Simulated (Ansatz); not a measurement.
Space group Pm-3n (No. 223). a = 5.072 Å, b = 5.072 Å, c = 5.072 Å, α = 90.00°, β = 90.00°, γ = 90.00°
```
atom site symmetry x y z
   V    2a m-3.  0.0000  0.0000  0.0000
  Ge    6c     -4m.2  0.2500  0.0000  0.5000
```

Equation of state of this VGe3 structure (not necessarily the ground state), with shape and atoms relaxed at each volume where symmetry leaves them free. It has no gap at any of these volumes. All numbers below come from DFT r2SCAN, scalar-relativistic, plane waves, PAW in Ansatz 0.2.0.

Settings: cutoff 500 eV, Γ-centred mesh 8×8×8 on the computed 8-atom cell, Gaussian smearing of 0.10 eV; collinear spin.

| V (Å³/atom) | E − E(largest V) (meV/atom) | P (GPa) |
| --- | --- | --- |
| 15.328 | 4.03 | 6.44 |
| 15.818 | -9.97 | 2.88 |
| 16.307 | -13.97 | 0.00 |
| 16.796 | -10.28 | -2.34 |
| 17.285 | 0.00 | -4.31 |

Q: Fit a third-order Birch–Murnaghan equation to E(V).

A: V0 = 16.30 Å³/atom, B0 = 87 GPa, B0' = 6.1.

The state reached may not be the lowest one.

Cost: 5 runs of about 7.9 core-minutes in all, on AMD EPYC 9R45 (Zen 5) (shared hosts).